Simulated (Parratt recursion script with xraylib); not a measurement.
**What roughness does to the fringe maxima of ZrB2 on Al2O3**

| layer, from the top | thickness (Å) | density (g/cm³) | rms roughness of its top face (Å) | δ (10⁻⁶) | β (10⁻⁶) |
|---|---|---|---|---|---|
| ZrB2 | 200 | 5.16 | varied | 14.61 | 0.6854 |
| Al2O3 (substrate) | – | 3.873 | 3.3 | 12.32 | 0.1498 |

The refractive index is n = 1 − δ + iβ. Vacuum lies above.

Densities are inputs, not measurements. They were set from computed cells of the Materials Project: ZrB2 from entry mp-1472 (P6/mmm, 6.071 g/cm³, taken at 85 %); Al2O3 from entry mp-1143 (R-3c, 3.873 g/cm³). A layer's crystal structure does not enter its constants, only its composition and density.

Simulated, not measured: specular X-ray reflectivity, Parratt recursion, Névot-Croce roughness, xraylib tables (Parratt recursion script with xraylib 4.3.0).

Photon energy 8.048 keV (λ = 1.5406 Å), s polarisation. The grazing angle θ is scanned from 0.05° to 2° in 900 evenly spaced points, and the curve is smoothed with a Gaussian of 0.004° full width. A maximum is a scan point above both neighbours; its place and height come from a parabola through R at the three points.

The table follows two fringe maxima, those next to orders 4.5 and 7.5 of m = (2d/λ)(sin²θ − 2δ)^½, through runs that differ in the roughness σ₁ of the film surface alone.

| σ₁ (Å) | θ of the first (°) | R there | θ of the second (°) | R there |
|---|---|---|---|---|
| 0 | 1.024 | ? | 1.674 | ? |
| 4 | 1.024 | 5.36 × 10⁻⁴ | 1.674 | 4.22 × 10⁻⁵ |
| 6.3 | 1.024 | 3.55 × 10⁻⁴ | 1.676 | 1.45 × 10⁻⁵ |

**Question.** Estimate the two heights for σ₁ = 0 Å.

**Answer.** At a maximum the amplitudes from the film's two faces add: R ≈ (|r₁|g₁ + |r₂|g₂A)². Here q₀ = 4π sin θ/λ, qⱼ = (q₀² − 32π²δⱼ/λ²)^½ (1 film, 2 substrate), |r₁| = |q₀² − q₁²|/(q₀ + q₁)², |r₂| = |q₁² − q₂²|/(q₁ + q₂)² with the numerators taken from the constants, g₁ = exp(−q₀q₁σ₁²/2), g₂ = exp(−q₁q₂σ₂²/2), and A = exp(−16π²β₁d/(λ²q₁)) for absorption in the film.

Check on a shown row, σ₁ = 4 Å, second maximum: q₀ = 0.2383, q₁ = 0.2342, q₂ = 0.2348 Å⁻¹; |r₁| = 0.00871, |r₂| = 0.00139; g₁ = 0.640, g₂ = 0.741, A = 0.962; R ≈ 4.31 × 10⁻⁵ against 4.22 × 10⁻⁵ in the table.

- σ₁ = 0 Å, first maximum: q₀ = 0.1458, q₁ = 0.1390, q₂ = 0.1401 Å⁻¹; |r₁| = 0.0240, |r₂| = 0.00391; g₁ = 1.00, g₂ = 0.899, A = 0.936; R ≈ 7.45 × 10⁻⁴.
- σ₁ = 0 Å, second maximum: q₀ = 0.2383, q₁ = 0.2342, q₂ = 0.2348 Å⁻¹; |r₁| = 0.00871, |r₂| = 0.00139; g₁ = 1.00, g₂ = 0.741, A = 0.962; R ≈ 9.41 × 10⁻⁵.

The run gave 7.15 × 10⁻⁴ and 9.27 × 10⁻⁵; the estimates are 1.04 and 1.02 times these.
